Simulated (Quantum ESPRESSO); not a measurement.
InGaAlMgSP3, one run as intended and one with a planted mistake

A calculation, not a measurement. The program is pw.x of Quantum ESPRESSO 7.5 (plane-wave density functional theory). The cell is made up: 8 atoms on a zincblende/diamond lattice, with randomly drawn elements, strain and displacements, not relaxed. PseudoDojo standard norm-conserving files (v0.5 for PBE, v0.4.1 for LDA and PBEsol) set the functional; there is no spin polarisation, spin-orbit coupling or dispersion term, and the masses in the input are unused placeholders.

Intended input:

```
&control calculation='scf', pseudo_dir='./dojo.nc.sr.pbe.v0_5.standard.upf', outdir='./o', disk_io='medium', tprnfor=.true., tstress=.true. /
&system ibrav=0, nat=8, ntyp=6, nbnd=36, ecutwfc=84.00895049, nosym=.true., tot_charge=0,
 occupations='smearing', smearing='fd', degauss=0.0018374661
/
&electrons conv_thr=7.350e-09, electron_maxstep=60, /
ATOMIC_SPECIES
Al 1.0 Al.upf
Ga 1.0 Ga.upf
In 1.0 In.upf
Mg 1.0 Mg.upf
P 1.0 P.upf
S 1.0 S.upf
CELL_PARAMETERS angstrom
5.7886 0.0021 0.0292
0.0021 5.6979 -0.0605
0.0292 -0.0605 5.6761
ATOMIC_POSITIONS angstrom
In -0.0097 -0.0319 0.0178
Ga 0.0474 2.8415 2.9354
Al 2.9169 -0.0381 2.8889
Mg 3.0062 2.7707 -0.1176
S 1.4797 1.3936 1.418
P 1.4854 4.2062 4.154
P 4.3731 1.3077 4.3117
P 4.3324 4.3118 1.367
K_POINTS automatic
4 4 4 1 1 1
```

The log is shortened where brackets say so; the opening notice, blank lines, dates and the lines on written files are dropped, and the path of the files is cut. It prints rydbergs, bohrs and kilobars, and counts compression as positive stress.

Log of the intended run:

```
     Program PWSCF v.7.5
     Parallel version (MPI & OpenMP), running on       1 processor cores
     Number of MPI processes:                 1
     Threads/MPI process:                     1
     [start-up lines left out]
     bravais-lattice index     =            0
     lattice parameter (alat)  =      10.9390  a.u.
     unit-cell volume          =    1263.2069 (a.u.)^3
     number of atoms/cell      =            8
     number of atomic types    =            6
     number of electrons       =        60.00
     number of Kohn-Sham states=           36
     kinetic-energy cutoff     =      84.0090  Ry
     charge density cutoff     =     336.0358  Ry
     scf convergence threshold =      7.3E-09
     mixing beta               =       0.7000
     number of iterations used =            8  plain     mixing
     Exchange-correlation= PBE
                           (   1   4   3   4   0   0   0)
     [axes and pseudopotential details left out]
   Cartesian axes
     site n.     atom                  positions (alat units)
         1        In     tau(   1) = (  -0.0016757  -0.0055108   0.0030750  )
         2        Ga     tau(   2) = (   0.0081884   0.4908723   0.5070937  )
         3        Al     tau(   3) = (   0.5038978  -0.0065818   0.4990607  )
         4        Mg     tau(   4) = (   0.5193245   0.4786416  -0.0203155  )
         5        S      tau(   5) = (   0.2556199   0.2407460   0.2449611  )
         6        P      tau(   6) = (   0.2566045   0.7266258   0.7176082  )
         7        P      tau(   7) = (   0.7554580   0.2259067   0.7448511  )
         8        P      tau(   8) = (   0.7484270   0.7448683   0.2361508  )
     number of k points=    32  Fermi-Dirac smearing, width (Ry)=  0.0018
                       cart. coord. in units 2pi/alat
        k(    1) = (   0.1243083   0.1283069   0.1282072), wk =   0.0625000
        k(    2) = (   0.1230211   0.1310149   0.3832010), wk =   0.0625000
     [further k points left out]
     Dense  grid:   131423 G-vectors     FFT dimensions: (  64,  64,  64)
     Estimated max dynamical RAM per process >     180.54 MB
     Initial potential from superposition of free atoms
     starting charge      59.9897, renormalised to      60.0000
     Starting wfcs are   43 randomized atomic wfcs
     total cpu time spent up to now is       25.2 secs
     per-process dynamical memory:   112.6 Mb
     Self-consistent Calculation
     iteration #  1     ecut=    84.01 Ry     beta= 0.70
     Davidson diagonalization with overlap
     ethr =  1.00E-02,  avg # of iterations =  4.2
     Threshold (ethr) on eigenvalues was too large:
     Diagonalizing with lowered threshold
     Davidson diagonalization with overlap
     ethr =  7.57E-04,  avg # of iterations =  1.9
     total cpu time spent up to now is      107.1 secs
     total energy              =    -472.95707445 Ry
     estimated scf accuracy    <       0.45560572 Ry
     iteration #  2     ecut=    84.01 Ry     beta= 0.70
     Davidson diagonalization with overlap
     ethr =  7.59E-04,  avg # of iterations =  2.4
     total cpu time spent up to now is      158.0 secs
     total energy              =    -473.07156055 Ry
     estimated scf accuracy    <       0.15361314 Ry
     [iterations 3 to 8 left out]
     iteration #  9     ecut=    84.01 Ry     beta= 0.70
     Davidson diagonalization with overlap
     ethr =  4.73E-10,  avg # of iterations =  2.1
     total cpu time spent up to now is      470.1 secs
     total energy              =    -473.10546839 Ry
     estimated scf accuracy    <       0.00000002 Ry
     iteration # 10     ecut=    84.01 Ry     beta= 0.70
     Davidson diagonalization with overlap
     ethr =  2.73E-11,  avg # of iterations =  3.8
     total cpu time spent up to now is      515.1 secs
     End of self-consistent calculation
     [lines on levels left out]
!    total energy              =    -473.10546839 Ry
     estimated scf accuracy    <          3.1E-09 Ry
     smearing contrib. (-TS)   =      -0.00000000 Ry
     internal energy E=F+TS    =    -473.10546839 Ry
     The total energy is F=E-TS. E is the sum of the following terms:
     one-electron contribution =    -258.97503067 Ry
     hartree contribution      =     157.05570465 Ry
     xc contribution           =    -118.58232176 Ry
     ewald contribution        =    -252.60382062 Ry
     convergence has been achieved in  10 iterations
     Forces acting on atoms (cartesian axes, Ry/au):
     atom    1 type  3   force =     0.01020014   -0.01332370   -0.01071464
     atom    2 type  2   force =    -0.04213891    0.00406018   -0.02334920
     atom    3 type  1   force =     0.00978138   -0.01182286   -0.01163192
     atom    4 type  4   force =    -0.03795921    0.04170543    0.03390738
     atom    5 type  6   force =     0.02464466    0.01426978    0.04025293
     atom    6 type  5   force =     0.03561540    0.00079654   -0.00885191
     atom    7 type  5   force =     0.01678529    0.00332927   -0.08123927
     atom    8 type  5   force =    -0.01692875   -0.03901464    0.06162663
     Total force =     0.153988     Total SCF correction =     0.000192
     Computing stress (Cartesian axis) and pressure
          total   stress  (Ry/bohr**3)                   (kbar)     P=        2.26
  -0.00002043  -0.00003911  -0.00006343           -3.00       -5.75       -9.33
  -0.00003911   0.00003380   0.00014496           -5.75        4.97       21.32
  -0.00006343   0.00014496   0.00003267           -9.33       21.32        4.81
     init_run     :     23.60s CPU     24.86s WALL (       1 calls)
     electrons    :    467.30s CPU    489.89s WALL (       1 calls)
     forces       :      6.91s CPU      6.99s WALL (       1 calls)
     stress       :     23.88s CPU     24.95s WALL (       1 calls)
     [timing details left out]
     PWSCF        :   8m42.18s CPU   9m 7.91s WALL
     JOB DONE.
```

A second run has one planted mistake: the smearing is too wide. The input lines that differ, file-writing options aside:

```
- &system ibrav=0, nat=8, ntyp=6, nbnd=36, ecutwfc=84.00895049, nosym=.true., tot_charge=0,
+ &system ibrav=0, nat=8, ntyp=6, nbnd=54, ecutwfc=84.00895049, nosym=.true., tot_charge=0,
-  occupations='smearing', smearing='fd', degauss=0.0018374661
+  occupations='smearing', smearing='fd', degauss=0.0257245255
```

Its log:

```
     Program PWSCF v.7.5
     Parallel version (MPI & OpenMP), running on       1 processor cores
     Number of MPI processes:                 1
     Threads/MPI process:                     1
     [start-up lines left out]
     bravais-lattice index     =            0
     lattice parameter (alat)  =      10.9390  a.u.
     unit-cell volume          =    1263.2069 (a.u.)^3
     number of atoms/cell      =            8
     number of atomic types    =            6
     number of electrons       =        60.00
     number of Kohn-Sham states=           54
     kinetic-energy cutoff     =      84.0090  Ry
     charge density cutoff     =     336.0358  Ry
     scf convergence threshold =      7.3E-09
     mixing beta               =       0.7000
     number of iterations used =            8  plain     mixing
     Exchange-correlation= PBE
                           (   1   4   3   4   0   0   0)
     [axes and pseudopotential details left out]
   Cartesian axes
     site n.     atom                  positions (alat units)
         1        In     tau(   1) = (  -0.0016757  -0.0055108   0.0030750  )
         2        Ga     tau(   2) = (   0.0081884   0.4908723   0.5070937  )
         3        Al     tau(   3) = (   0.5038978  -0.0065818   0.4990607  )
         4        Mg     tau(   4) = (   0.5193245   0.4786416  -0.0203155  )
         5        S      tau(   5) = (   0.2556199   0.2407460   0.2449611  )
         6        P      tau(   6) = (   0.2566045   0.7266258   0.7176082  )
         7        P      tau(   7) = (   0.7554580   0.2259067   0.7448511  )
         8        P      tau(   8) = (   0.7484270   0.7448683   0.2361508  )
     number of k points=    32  Fermi-Dirac smearing, width (Ry)=  0.0257
                       cart. coord. in units 2pi/alat
        k(    1) = (   0.1243083   0.1283069   0.1282072), wk =   0.0625000
        k(    2) = (   0.1230211   0.1310149   0.3832010), wk =   0.0625000
     [further k points left out]
     Dense  grid:   131423 G-vectors     FFT dimensions: (  64,  64,  64)
     Estimated max dynamical RAM per process >     203.43 MB
     Initial potential from superposition of free atoms
     starting charge      59.9897, renormalised to      60.0000
     Starting wfcs are   43 randomized atomic wfcs +   11 random wfcs
     total cpu time spent up to now is       25.1 secs
     per-process dynamical memory:   108.5 Mb
     Self-consistent Calculation
     iteration #  1     ecut=    84.01 Ry     beta= 0.70
     Davidson diagonalization with overlap
     ethr =  1.00E-02,  avg # of iterations =  7.3
     Threshold (ethr) on eigenvalues was too large:
     Diagonalizing with lowered threshold
     Davidson diagonalization with overlap
     ethr =  7.48E-04,  avg # of iterations =  1.4
     total cpu time spent up to now is      170.9 secs
     total energy              =    -472.97060792 Ry
     estimated scf accuracy    <       0.44523705 Ry
     iteration #  2     ecut=    84.01 Ry     beta= 0.70
     Davidson diagonalization with overlap
     ethr =  7.42E-04,  avg # of iterations =  2.7
     total cpu time spent up to now is      230.8 secs
     total energy              =    -473.06285245 Ry
     estimated scf accuracy    <       0.18801627 Ry
     [iterations 3 to 8 left out]
     iteration #  9     ecut=    84.01 Ry     beta= 0.70
     Davidson diagonalization with overlap
     ethr =  5.14E-10,  avg # of iterations =  2.2
     total cpu time spent up to now is      641.3 secs
     total energy              =    -473.11079034 Ry
     estimated scf accuracy    <       0.00000004 Ry
     iteration # 10     ecut=    84.01 Ry     beta= 0.70
     Davidson diagonalization with overlap
     ethr =  6.79E-11,  avg # of iterations =  2.2
     total cpu time spent up to now is      695.7 secs
     End of self-consistent calculation
     [lines on levels left out]
!    total energy              =    -473.11079035 Ry
     estimated scf accuracy    <          3.2E-09 Ry
     smearing contrib. (-TS)   =      -0.02282123 Ry
     internal energy E=F+TS    =    -473.08796912 Ry
     The total energy is F=E-TS. E is the sum of the following terms:
     one-electron contribution =    -258.96088956 Ry
     hartree contribution      =     157.05138217 Ry
     xc contribution           =    -118.57464111 Ry
     ewald contribution        =    -252.60382062 Ry
     convergence has been achieved in  10 iterations
     Forces acting on atoms (cartesian axes, Ry/au):
     atom    1 type  3   force =     0.01160638   -0.01174848   -0.01077360
     atom    2 type  2   force =    -0.04042371    0.00206176   -0.02337821
     atom    3 type  1   force =     0.00846722   -0.01000947   -0.01129857
     atom    4 type  4   force =    -0.03892414    0.03995404    0.03407889
     atom    5 type  6   force =     0.02537195    0.01332493    0.03952413
     atom    6 type  5   force =     0.03505373    0.00218066   -0.00904924
     atom    7 type  5   force =     0.01604948    0.00184386   -0.08092500
     atom    8 type  5   force =    -0.01720092   -0.03760730    0.06182160
     Total force =     0.152272     Total SCF correction =     0.000273
     Computing stress (Cartesian axis) and pressure
          total   stress  (Ry/bohr**3)                   (kbar)     P=        4.41
  -0.00000283  -0.00003663  -0.00006483           -0.42       -5.39       -9.54
  -0.00003663   0.00005075   0.00014447           -5.39        7.46       21.25
  -0.00006483   0.00014447   0.00004197           -9.54       21.25        6.17
     init_run     :     23.23s CPU     24.76s WALL (       1 calls)
     electrons    :    661.40s CPU    670.65s WALL (       1 calls)
     forces       :      7.67s CPU      7.81s WALL (       1 calls)
     stress       :     26.30s CPU     26.45s WALL (       1 calls)
     [timing details left out]
     PWSCF        :  11m59.12s CPU  12m10.59s WALL
     JOB DONE.
```

|  | intended run | run with the mistake |
| --- | --- | --- |
| free energy (eV) | -6436.928 | -6437.000 |
| smearing term -TS (eV) | 0.0000 | -0.3105 |
| pressure (GPa) | 0.23 | 0.44 |
| largest force component (eV/Å) | 2.089 | 2.081 |
| largest change of a force component (eV/Å) |  | 0.051 |
| iterations | 10 | 10 |

For scale, a rerun of the intended cell at 1437 eV and a 6 x 6 x 6 mesh moved values by no more than 0.005 eV in energy, 0.02 GPa in stress and 0.007 eV/Å in force. The number of bands, nbnd, was set by rule from the electron count and the smearing, so it follows the mistake.